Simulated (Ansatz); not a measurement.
YNbN₃:
```
YNbN3
1.0
    4.01081     0.00000     0.00000
    0.00000     4.01081     0.00000
    0.00000     0.00000     4.01081
Y Nb N
1 1 3
Cartesian
  0.00000   0.00000   0.00000
  2.00540   2.00540   2.00540
  2.00540   2.00540   0.00000
  2.00540   0.00000   2.00540
  0.00000   2.00540   2.00540
```

Relaxed with PBEsol.

Problem. Decompose the optical modes at the zone centre into irreducible representations, and say which are infrared and Raman allowed.

Solution. Point group m-3m: Γ_opt = 3T1u + T2u. Infrared: T1u. Raman: none.

Problem. Assign frequencies (DFPT, PBEsol (plane waves, PAW; program Ansatz)).

Solution. T1u 304i, T2u 252i, T1u 53, T1u 694 cm⁻¹.

Space group Pm-3m (cubic perovskite). The start of the workflow was typed in or built on a structure type; neither database checked (COD, Materials Project) lists it. Whether it is the stable phase at ambient conditions was not checked. Symmetry was held in the PBEsol relaxation. At this level the phase is dynamically unstable (imaginary phonons). The workflow began spin-polarised and lost its moments. As this level gives no gap, phonon frequencies hold no LO–TO term and depend on the k-mesh and smearing (Fermi–Dirac, 0.1 eV here).

Potentials: the later of the program's two PAW sets.
